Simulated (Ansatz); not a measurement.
CoGe$_{2}$ in space group Cmce (No. 64; Co on 8d, Ge on 8f, Ge on 8e), PBEsol (plane waves, PAW; program Ansatz), all energies at zero smearing, with the estimated change up to a 700 eV cutoff added, with one set of potentials and settings (totals compare only within such a set). Cell of 12 atoms (4 Co, 8 Ge): -54402.805 eV.

```csv
element,reference phase,E (eV/atom)
Co,"P6_3/mmc, 2 atoms in the cell, spin-polarised",-5092.9959
Ge,"Fd-3m, 2 atoms in the cell",-4253.4978
```

Formation energy per atom, worked out: (-54402.805 − 4×(-5092.9959) − 8×(-4253.4978))/12 = -0.237 eV/atom (-23 kJ per mol of atoms), at 0 K, without zero-point energy or fitted corrections.

The first step of the workflow began from a Materials Project structure, measured or hypothetical; the Crystallography Open Database copy checked does not list it. Whether it is the stable phase at ambient conditions was not checked. The cell was relaxed with PBEsol under the symmetry of its start; whether a distortion lowers the energy is not shown. The run is not spin-polarised. The references are the lowest solids computed at this level, not always the standard phases.

Potentials: the later of the program's two PAW sets.
